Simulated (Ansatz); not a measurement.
A crystal relaxed with r2SCAN in Ansatz 0.2.0 has space group I4/mmm (No. 139) and a = 5.696 Å, c = 19.215 Å.

| atom | site | x | y | z |
| --- | --- | --- | --- | --- |
| Xx | 4e | 0.0000 | 0.0000 | 0.3701 |
| Pb | 2a | 0.0000 | 0.0000 | 0.0000 |
| I | 4e | 0.0000 | 0.0000 | 0.1675 |
| Cl | 4c | 0.0000 | 0.5000 | 0.0000 |

The r2SCAN gap is direct at X: 2.83 eV. The HSE06 gap is direct at X: 3.17 eV. Meshes: r2SCAN 6×6×6, HSE06 4×4×4.

Problem. Which element is Xx?
A. H
B. Cs
C. Rb
D. Li

Solution. B. Xx is Cs: Cs2PbI2Cl2 (I4/mmm) from a database of computed structures. Around Cs lie 4 Cl at 3.79 Å and 5 I at 3.89–4.09 Å; around Pb lie 4 Cl at 2.85 Å and 2 I at 3.22 Å; around I lie 1 Pb at 3.22 Å and 5 Cs at 3.89–4.09 Å; around Cl lie 2 Pb at 2.85 Å and 4 Cs at 3.79 Å.

Calculated for a static, non-magnetic cell.

Spin-orbit coupling is left out; in compounds of Pb, Bi, Tl or Hg it can lower a gap by up to about 1 eV, split its edges or invert the bands.
